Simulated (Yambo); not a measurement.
Absorption of LaVO₄ (space group I4_1/amd, No. 141) with and without the electron-hole interaction (Yambo, PBEsol bands; 4×4×4 mesh, 15 valence and 14 conduction bands, static screening with 115 bands and a 3 Ry block, scissor 2.02 eV, Tamm-Dancoff; field along x). Axes are Cartesian, with cell vectors (Å) (-3.73, 3.73, 3.28), (3.73, -3.73, 3.28), (3.73, 3.73, -3.28).

| E (eV) | Im ε, BSE | Im ε, independent quasiparticles |
|---|---|---|
| 3.01 | 0.04 | 0.04 |
| 3.12 | 0.04 | 0.04 |
| 3.22 | 0.05 | 0.04 |
| 3.32 | 0.05 | 0.05 |
| 3.42 | 0.06 | 0.05 |
| 3.52 | 0.07 | 0.05 |
| 3.62 | 0.08 | 0.06 |
| 3.72 | 0.09 | 0.06 |
| 3.82 | 0.11 | 0.06 |
| 3.92 | 0.13 | 0.07 |
| 4.02 | 0.17 | 0.07 |
| 4.12 | 0.24 | 0.08 |
| 4.22 | 0.32 | 0.09 |
| 4.32 | 0.50 | 0.10 |
| 4.42 | 0.87 | 0.10 |
| 4.52 | 1.25 | 0.12 |
| 4.62 | 0.94 | 0.13 |
| 4.72 | 0.59 | 0.15 |
| 4.82 | 0.47 | 0.17 |
| 4.92 | 0.50 | 0.19 |
| 5.02 | 0.58 | 0.23 |
| 5.13 | 0.64 | 0.28 |
| 5.23 | 0.81 | 0.37 |
| 5.33 | 1.09 | 0.51 |
| 5.43 | 1.15 | 0.69 |
| 5.53 | 1.00 | 0.86 |
| 5.63 | 0.85 | 1.08 |
| 5.73 | 0.80 | 1.44 |
| 5.83 | 0.82 | 2.01 |
| 5.93 | 0.93 | 2.82 |
| 6.03 | 1.07 | 3.47 |
| 6.13 | 1.22 | 3.99 |
| 6.23 | 1.39 | 4.02 |
| 6.33 | 1.52 | 3.60 |
| 6.43 | 1.67 | 3.42 |
| 6.53 | 1.83 | 3.58 |
| 6.63 | 1.97 | 3.69 |
| 6.73 | 2.25 | 3.76 |
| 6.83 | 2.47 | 3.87 |
| 6.93 | 2.51 | 3.76 |
| 7.03 | 2.53 | 3.60 |
| 7.14 | 2.57 | 3.59 |
| 7.24 | 2.63 | 3.74 |
| 7.34 | 2.64 | 3.95 |
| 7.44 | 2.63 | 3.94 |
| 7.54 | 2.52 | 3.68 |

The scissor comes from a G0W0 run whose convergence isn't established. Broadening 0.15 eV. The band window holds all transitions up to 7.6 eV. Fine structure above the onset can come from the mesh.

The 3d shell has no Hubbard U; the runs are without spin polarisation, and magnetic order was not tried. The 4f states are in the valence at their DFT position.

Geometry of the Materials Project entry, not relaxed at this level; primitive cell a = b = c = 6.2106 Å, α = β = 106.15°, γ = 116.33°.

The structure is a Materials Project entry; no match was found in the copy of COD used, and its stability was not checked.
